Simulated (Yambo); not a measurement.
BSE-type run in Yambo on ZnSe (zinc blende, space group F-43m, No. 216) under isotropic strain of -3 % on all lattice vectors, at zero momentum.

Quantum ESPRESSO step (PBE, PseudoDojo stringent norm-conserving files, scalar-relativistic):
```
&CONTROL
  calculation = 'nscf'
  pseudo_dir = './pseudo'
  outdir = './out'
/
&SYSTEM
  ibrav = 0
  nat = 2
  ntyp = 2
  ecutwfc = 104.0
  ecutrho = 416.0
  occupations = 'fixed'
  force_symmorphic = .true.
  nbnd = 42
/
&ELECTRONS
  conv_thr = 2e-09
  diago_full_acc = .true.
  diago_thr_init = 1e-08
/
ATOMIC_SPECIES
Zn 65.3800 Zn.upf
Se 78.9710 Se.upf
CELL_PARAMETERS angstrom
  0.000000000000   2.731917654116   2.731917654116
  2.731917654116   0.000000000000   2.731917654116
  2.731917654116   2.731917654116   0.000000000000
ATOMIC_POSITIONS crystal
Zn   0.000000000000   0.000000000000   0.000000000000
Se   0.250000000000   0.250000000000   0.250000000000
K_POINTS automatic
8 8 8 0 0 0
```

Yambo input:
```
rim_cut
optics
bse
bss
dipoles
em1s
RandQpts= 1000000
RandGvec= 1 Ry
FFTGvecs= 40 Ry
Chimod= "HARTREE"
BSKmod= "SEX"
BSEmod= "resonant"
BSSmod= "hs"
BSENGexx= 15 Ry
BSENGBlk= 4 Ry
% KfnQP_E
 0.884 | 1.0 | 1.0 |
%
% BSEQptR
 1 | 1 |
%
% BSEBands
 20 | 23 |
%
% BEnRange
 0.0 | 7.6 | eV
%
% BDmRange
 0.15 | 0.15 | eV
%
BEnSteps= 152
% BLongDir
 1.0 | 0.0 | 0.0 |
%
BSHayTrs= -0.02
BSSNEig= 24
WRbsWF
% BndsRnXs
 14 | 36 |
%
NGsBlkXs= 4 Ry
% LongDrXs
 1.0 | 1.0 | 1.0 |
%
```

From the report:

The dimension is k points × valence × conduction bands = 512 × 3 × 1 = 1536.
```
   [SLEPC] Approach                          : Krylov-Schur
   [SLEPC] Number of requested eigenvalues   :  24
   [SLEPC] Number of eigenvalues        [NEV]:  24
    [K] Dimension                                    :  1536
    [K] Bands                                        :  20  23
    [K] Exchange res                                 : yes
    [K] Correlation res                              : yes
    [K] W interaction is bare                        : no
    [K] RL vectors exchange                          :  307
    [K] RL vectors correlation                       :   51
    [W] Matrix size                                  :   51
    [W] Bands                                        :   14   36
    [W] Coulomb Cutoff                               : none
    [W] Hxc Kernel                                   : HARTREE
```

Spin-orbit coupling is not included.

Geometry strained from the cell relaxed with PBEsol, atoms relaxed again.
